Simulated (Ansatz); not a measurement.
Calculation for RbCd (CsCl type): DFT, PBE, all-electron LAPW, scalar-relativistic (Ansatz 0.2.0).

The cell comes from a relaxation on PAW files under the same functional, begun from a prototype that needn't be the stable phase.

Command: `ansatz run input.yaml --threads 1 --pin off --max-ram 2048MiB --backend cpu --events-out ev --progress --plain --runs-dir out` It took 13 s on 1 thread of Arm Neoverse V1, with other jobs on the host, peak memory 0.3 GiB.

```yaml
crystal:
  lattice:
    - [4.5683629778, 0.0, 0.0]
    - [0.0, 4.5683629778, 0.0]
    - [0.0, 0.0, 4.5683629778]
  atoms:
    - { symbol: Rb, position: [0.0, 0.0, 0.0] }
    - { symbol: Cd, position: [0.5, 0.5, 0.5] }
kpoints:
  mp_grid: { grid: [9, 9, 9] }
  band_path:
    path:
      - [0.0, 0.0, 0.0]
      - [0.0, 0.5, 0.0]
      - [0.5, 0.5, 0.0]
      - [0.0, 0.0, 0.0]
      - [0.5, 0.5, 0.5]
      - [0.0, 0.5, 0.0]
      - [0.5, 0.5, 0.5]
      - [0.5, 0.5, 0.0]
    npoints: 14
scf:
  occupations: { method: fermi_dirac, width: 0.05 }
hamiltonian:
  xc: pbe
  pseudopotentials: { kind: all_electron, lapw: { basis_error: 0.0005 } }
output:
  forces: true
  stress: true
  eigenvalues: true
  populations: true
  dos: { projected: true, de: 0.2, e_range: [-14, 8] }
```

Output:

```
Rb: projections on atomic orbitals take those of the free atom 1s2 2s2 2p6 3s2 3p6 3d10 4s2 4p6 5s1, of charge +0.00 (hamiltonian.pseudopotentials.projection_atoms)
Cd: projections on atomic orbitals take those of the free atom 1s2 2s2 2p6 3s2 3p6 3d10 4s2 4p6 4d10 5s2, of charge +0.00 (hamiltonian.pseudopotentials.projection_atoms)
LAPW: plane waves up to 5.295 Å⁻¹, error target 5.0e-4 eV per atom; small_component_spin mean_spin; Rb in spheres of 1.888 Å, 19 of its electrons in bands, Dirac shells []; Cd in spheres of 2.068 Å, 20 of its electrons in bands, Dirac shells [] (how accurate: hamiltonian.pseudopotentials.lapw.basis_error, Limitations)
Engine: ansatz 0.2.0
Pseudopotentials: kind: all_electron
Pseudopotential: Rb, LAPW, valence charge 19, lapw/all_electron/scalar/gaussian/Rb, Koelling and Harmon's equation, gaussian nucleus
Pseudopotential: Cd, LAPW, valence charge 20, lapw/all_electron/scalar/gaussian/Cd, Koelling and Harmon's equation, gaussian nucleus
Functional definition: PBE
  parameter kappa = 0.804
  parameter beta = 0.06672455060314922
  exchange = pbe_x(kappa = kappa, mu = beta*pi^2/3)
  correlation = pbe_c(beta = beta)
Crystal: 2 atoms, lattice volume = 95.341 Å³
Basis set: ecut = 106.82374716334495 eV, 251 PW (Γ), exchange–correlation at level 2
Bands: 24, of which v1, the nominal top of the filled ones, is band 20 counted from 1 (19 counted from 0)
Symmetry: 48 space group operations
Space group: Pm-3m (ITA 221), of the structure as read, at distance tolerance 4.6e-5 Å
k-points: 35 of 729
Non-local potential: Rb, projectors of the file, none
Non-local potential: Cd, projectors of the file, none
Initial density: superposition of atomic densities (chi_scale 0.1, normalization cell, long waves kept (reshape's long-wave potential 0.00 eV rms))
Initial wavefunctions: plane waves of lowest kinetic energy (no species holds an atomic orbital)
Functional: x = pbe(κ = 0.804, μ = 0.2195149727645171), c = pbe(β = 0.06672455060314922)
iter 1 solved again at ethr=1.78e-5 eV; its pass at ethr=1.00e-1 eV (dr2=6.96e-3 eV) is discarded
SCF iter   1: F=—  HF=-233358.008504 eV  |F-HF|=—  |Δ(HF+E_count)|=         —  Δρ=1.82e-3  dr2=6.98e-3  ethr=1.78e-5  ⟨swp⟩=4.0  Hψ=5703  notcnv=0
preconditioner: auto → LDOS  [metal: Δε(μ)=0.076 eV  Ē_g=11.311 eV  σ=0.050 eV  W_gap=0.35  n_scr=18 (ndim 8)  ℏωp=16.6 eV  f_vac=0.048  D(μ)=1.74/eV (n_scr^D=6)  β→1.0]
SCF iter   2: F=—  HF=-233358.033397 eV  |F-HF|=—  |Δ(HF+E_count)|=   2.49e-2  Δρ=7.36e-4  dr2=1.16e-3  ethr=1.78e-5  ⟨swp⟩=3.0  Hψ=2993  notcnv=0
SCF iter   3: F=—  HF=-233357.991641 eV  |F-HF|=—  |Δ(HF+E_count)|=   4.18e-2  Δρ=7.03e-4  dr2=1.06e-3  ethr=2.97e-6  ⟨swp⟩=3.0  Hψ=2914  notcnv=0
SCF iter   4: F=—  HF=-233357.992498 eV  |F-HF|=—  |Δ(HF+E_count)|=   8.57e-4  Δρ=2.74e-4  dr2=1.86e-4  ethr=2.72e-6  ⟨swp⟩=3.0  Hψ=2717  notcnv=0
iter 5 solved again at ethr=2.42e-8 eV; its pass at ethr=4.77e-7 eV (dr2=9.42e-6 eV) is discarded
SCF iter   5: F=—  HF=-233357.992637 eV  |F-HF|=—  |Δ(HF+E_count)|=   1.39e-4  Δρ=5.66e-5  dr2=9.43e-6  ethr=2.42e-8  ⟨swp⟩=2.0  Hψ=4429  notcnv=0
SCF iter   6: F=—  HF=-233357.992642 eV  |F-HF|=—  |Δ(HF+E_count)|=   5.10e-6  Δρ=2.36e-5  dr2=1.53e-6  ethr=2.42e-8  ⟨swp⟩=3.0  Hψ=2719  notcnv=0
SCF iter   7: F=—  HF=-233357.992640 eV  |F-HF|=—  |Δ(HF+E_count)|=   1.39e-6  Δρ=1.07e-5  dr2=1.78e-7  ethr=3.92e-9  ⟨swp⟩=2.7  Hψ=2682  notcnv=0
SCF iter   8: F=-233357.992641 eV  HF=-233357.992641 eV  |F-HF|=1.45e-8  |Δ(HF+E_count)|=   2.98e-7  Δρ=1.76e-6  dr2=2.32e-9  ethr=4.56e-10  ⟨swp⟩=3.0  Hψ=2720  notcnv=0
SCF 1 converged in 8 iterations: F = -233357.992641 eV  dr2 = 2.32e-9
NSCF: frozen V_eff on 99 k-points
SCF converged after 8 iterations
Free energy (F): -233357.992641 eV
Harris-Foulkes:  -233357.992641 eV  (|F-HF|=1.45e-8)
Internal energy: -233357.978095 eV  (E = F + TS)
E sigma→0 (E₀):  -233357.985368 eV
Entropy (-TS):   -0.014546 eV (-7.273 meV/atom)
Fermi energy:    6.060869 eV
--- Per-component energies (eV) ---
  E_band       = -1583.028524
  E_kinetic    = 242880.092991
  E_xc         = -6952.442890
  E_electrostatic = -469285.628195  (all electrons and nuclei)
  E_smearing   = -0.014546  (= −TS)
  E_closure    = 0.000000  (closes the sum)
  E_atoms      = -233356.396374  (free atoms, spherical and without spin; not in F)
  Σ components = -233357.992641   (vs F -233357.992641, Δ=0.00e0)
  Basis errors (estimates in eV, not in F): energy 1.5e-4 per atom: plane waves 1.2e-4 (6.5e-5 summed), levels above the bands 6.0e-37, relativity 2.3e-8, radial functions 2.2e-5, core shells 2.4e-7; eigenvalues (radial functions only) 4.7e-6; not estimated: angular momenta, meshes, grids; target (lapw.basis_error) 5.0e-4; muffin-tin radii Rb 1.888 Å, Cd 2.068 Å
--- Forces (eV/Å), atoms counted from 1 ---
  atom   1  Rb    -0.00000000    -0.00000000    -0.00000000
  atom   2  Cd     0.00000000     0.00000000     0.00000000
  max |Σ_I F_I| component: 1.11e-31 eV/Å
--- Stress (GPa, compression-positive) ---
       -0.034301      -0.000000       0.000000
       -0.000000      -0.034301      -0.000000
        0.000000      -0.000000      -0.034301
  P = ⅓ Tr σ = -0.0343 GPa (-0.343 kbar)
--- Band table (eV; the first three rows and the last of 35) ---
  k-point 0: bands = ["-96.9580", "-94.1883", "-94.1883", "-94.1883", "-94.1883", "-94.1883", "-58.0083", "-58.0083", "-58.0083", "-22.1997", "-6.2547", "-6.2547", "-6.2547", "-2.8411", "-2.8411", "-2.7969", "-2.7969", "-2.7969", "1.4521", "8.6163", "8.6163", "9.1484", "9.1484", "9.1484"]
  k-point 1: bands = ["-96.9580", "-94.1883", "-94.1883", "-94.1883", "-94.1883", "-94.1883", "-58.0083", "-58.0083", "-58.0083", "-22.1991", "-6.2739", "-6.2535", "-6.2535", "-2.8406", "-2.8346", "-2.7977", "-2.7977", "-2.7966", "1.5487", "7.8175", "8.6742", "9.1026", "9.1026", "9.4278"]
  k-point 2: bands = ["-96.9580", "-94.1883", "-94.1883", "-94.1883", "-94.1883", "-94.1883", "-58.0083", "-58.0083", "-58.0083", "-22.1975", "-6.3218", "-6.2503", "-6.2503", "-2.8392", "-2.8180", "-2.7996", "-2.7996", "-2.7959", "1.8250", "6.6552", "8.8384", "8.9852", "8.9852", "9.9576"]
  k-point 34: bands = ["-96.9580", "-94.1883", "-94.1883", "-94.1883", "-94.1883", "-94.1883", "-58.0083", "-58.0083", "-58.0083", "-22.1842", "-6.3647", "-6.3646", "-6.3646", "-2.8151", "-2.8125", "-2.8125", "-2.7582", "-2.7582", "3.9671", "6.2438", "6.2438", "6.4228", "9.9859", "10.2116"]
--- Löwdin populations: 2 sites ---
  site symbol       q [e]
     0     Rb     36.9841
     1     Cd     47.7433
  spilling = 0.003207 (of n_electrons = 85.000000)
```

populations.tsv:

```
# site	symbol	l	j	q
# orbitals = lowdin
# n_electrons = 85.000000
# spilling = 0.003207
# projection_atom_Rb: 1s2 2s2 2p6 3s2 3p6 3d10 4s2 4p6 5s1
# projection_atom_Cd: 1s2 2s2 2p6 3s2 3p6 3d10 4s2 4p6 4d10 5s2
0	Rb	0_1S	-	2.000000
0	Rb	0_2S	-	1.999981
0	Rb	0_3S	-	1.999623
0	Rb	0_4S	-	1.991044
0	Rb	0_5S	-	0.997622
0	Rb	1_2P	-	6.000000
0	Rb	1_3P	-	5.999991
0	Rb	1_4P	-	5.995844
0	Rb	2_3D	-	9.999999
1	Cd	0_1S	-	2.000000
1	Cd	0_2S	-	1.999982
1	Cd	0_3S	-	1.999722
1	Cd	0_4S	-	1.996033
1	Cd	0_5S	-	1.751325
1	Cd	1_2P	-	6.000000
1	Cd	1_3P	-	5.999996
1	Cd	1_4P	-	5.999472
1	Cd	2_3D	-	10.000000
1	Cd	2_4D	-	9.996756
```

Next run (cell and atoms relaxed), as changes to the input before:

```diff
   mp_grid: { grid: [9, 9, 9] }
-  band_path:
-    path:
-      - [0.0, 0.0, 0.0]
-      - [0.0, 0.5, 0.0]
-      - [0.5, 0.5, 0.0]
-      - [0.0, 0.0, 0.0]
-      - [0.5, 0.5, 0.5]
-      - [0.0, 0.5, 0.0]
-      - [0.5, 0.5, 0.5]
-      - [0.5, 0.5, 0.0]
-    npoints: 14
 scf:
   eigenvalues: true
-  populations: true
-  dos: { projected: true, de: 0.2, e_range: [-14, 8] }
+relax:
+  f_tol: 0.005
+  max_steps: 12
+  cell: {}
```

Results part of the output:

```
basis re-selected at this cell: Δ(F+E_penalty+E_count) = -6.112e-10 eV, ΔP = +0.000 GPa vs the last step (what re-selecting the basis moved, after the strain that the cell walked since its last selection, with what the two solves' SCF thresholds leave and, on support functions, any second-order correction that the steps lacked; it is no measure of the basis error at this ecutwfc). This SCF's stress stands 3.42e-2 GPa from its target on what of the cell is left free (relax.cell.stress_tol is 5.00e-2 GPa) and its largest allowed force component is 7.91e-32 eV/Å (relax.f_tol is 5.00e-3 eV/Å): within both
SCF converged after 2 iterations
Free energy (F): -233357.992589 eV
Harris-Foulkes:  -233357.992589 eV  (|F-HF|=2.62e-10)
Internal energy: -233357.978043 eV  (E = F + TS)
E sigma→0 (E₀):  -233357.985316 eV
Entropy (-TS):   -0.014546 eV (-7.273 meV/atom)
Fermi energy:    6.060817 eV
--- Per-component energies (eV) ---
  E_band       = -1583.028829
  E_kinetic    = 242880.099332
  E_xc         = -6952.443173
  E_electrostatic = -469285.634202  (all electrons and nuclei)
  E_smearing   = -0.014546  (= −TS)
  E_closure    = 0.000000  (closes the sum)
  E_atoms      = -233356.396374  (free atoms, spherical and without spin; not in F)
  Σ components = -233357.992589   (vs F -233357.992589, Δ=0.00e0)
  Basis errors (estimates in eV, not in F): energy 1.6e-4 per atom: plane waves 1.5e-4 (7.8e-5 summed), levels above the bands 6.0e-37, relativity 2.5e-8, radial functions 8.0e-6, core shells 6.3e-7; eigenvalues (radial functions only) 1.1e-6; not estimated: angular momenta, meshes, grids; target (lapw.basis_error) 5.0e-4; muffin-tin radii Rb 1.826 Å, Cd 2.012 Å
--- Forces (eV/Å), atoms counted from 1 ---
  atom   1  Rb    -0.00000000     0.00000000    -0.00000000
  atom   2  Cd     0.00000000    -0.00000000     0.00000000
  max |Σ_I F_I| component: 8.83e-32 eV/Å
--- Stress (GPa, compression-positive) ---
       -0.034165       0.000000       0.000000
        0.000000      -0.034165       0.000000
        0.000000       0.000000      -0.034165
  P = ⅓ Tr σ = -0.0342 GPa (-0.342 kbar)
--- Band table (eV; the first three rows and the last of 35) ---
  k-point 0: bands = ["-96.9581", "-94.1883", "-94.1883", "-94.1882", "-94.1882", "-94.1882", "-58.0084", "-58.0084", "-58.0084", "-22.1996", "-6.2546", "-6.2546", "-6.2546", "-2.8412", "-2.8412", "-2.7970", "-2.7970", "-2.7970", "1.4520", "8.6163", "8.6163", "9.1483", "9.1483", "9.1483"]
  k-point 1: bands = ["-96.9581", "-94.1883", "-94.1883", "-94.1882", "-94.1882", "-94.1882", "-58.0084", "-58.0084", "-58.0084", "-22.1990", "-6.2738", "-6.2533", "-6.2533", "-2.8407", "-2.8347", "-2.7977", "-2.7977", "-2.7967", "1.5486", "7.8175", "8.6743", "9.1025", "9.1025", "9.4278"]
  k-point 2: bands = ["-96.9581", "-94.1883", "-94.1883", "-94.1882", "-94.1882", "-94.1882", "-58.0084", "-58.0084", "-58.0084", "-22.1974", "-6.3217", "-6.2502", "-6.2502", "-2.8393", "-2.8181", "-2.7997", "-2.7997", "-2.7960", "1.8250", "6.6551", "8.8384", "8.9851", "8.9851", "9.9576"]
  k-point 34: bands = ["-96.9581", "-94.1883", "-94.1883", "-94.1882", "-94.1882", "-94.1882", "-58.0084", "-58.0084", "-58.0084", "-22.1841", "-6.3646", "-6.3645", "-6.3645", "-2.8152", "-2.8126", "-2.8126", "-2.7583", "-2.7583", "3.9671", "6.2438", "6.2438", "6.4228", "9.9859", "10.2116"]
--- Relaxed structure (1 steps of the walk, 1 accepted, 1 SCFs on fresh bases) ---
  F+E_penalty+E_count = -233357.99258880 eV   max|allowed force component| = 7.909e-32 eV/Å   (the final SCF, on the basis selected at the relaxed cell)
  cell:  # Å, volume = 95.3415 Å³
    - [4.5683629778, 0.0, 0.0]
    - [0.0, 4.5683629778, 0.0]
    - [0.0, 0.0, 4.5683629778]
  atoms:
    - { symbol: Rb, position: [0.0, 0.0, 0.0] }
    - { symbol: Cd, position: [0.5, 0.5, 0.5] }
```
